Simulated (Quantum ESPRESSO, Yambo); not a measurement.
RbHgF3 (cubic perovskite, space group Pm-3m, No. 221): one geometry, one set of norm-conserving PBEsol (Quantum ESPRESSO, 84 Ry, with spin-orbit coupling) orbitals, self-energies from Yambo (2×2×2 Γ-centred k mesh, bands 9 to 286 and a 7 Ry block in the screening, 286 bands in G with the Bruneval-Gonze terminator, plasmon pole fitted at 27.2 eV).

| level | gap R → Γ (eV) | direct gap at Γ (eV) |
|---|---|---|
| PBEsol (Quantum ESPRESSO) | 0.35 | 2.85 |
| exchange only (Hartree-Fock self-energy on PBEsol orbitals) | ___ | ___ |
| static COHSEX@PBEsol | 2.55 | 5.97 |
| G0W0@PBEsol, plasmon pole | 2.22 | 5.26 |
| G0W0@PBEsol, multipole fit to 8 frequencies, no terminator | ___ | ___ |

Q: Complete the blanks.

A: 
- exchange only (Hartree-Fock self-energy on PBEsol orbitals), gap R → Γ (eV): 10.00
- exchange only (Hartree-Fock self-energy on PBEsol orbitals), direct gap at Γ (eV): 14.75
- G0W0@PBEsol, multipole fit to 8 frequencies, no terminator, gap R → Γ (eV): 1.95
- G0W0@PBEsol, multipole fit to 8 frequencies, no terminator, direct gap at Γ (eV): 5.04

Bare exchange has no screening and gives the widest gap; static COHSEX screens it but leaves out the frequency dependence, which G0W0 restores.

Nearest settings tried, and what they do to the gap: 120 bands in G: +49 meV; 6 Ry block (179 vectors against 251): -3 meV. Not varied: bands in W, mesh. So the settings aren't converged at that level. The k mesh is coarse.

Geometry of the Materials Project entry, not relaxed at this level; primitive cell a = b = c = 4.549 Å, α = β = γ = 90.00°.
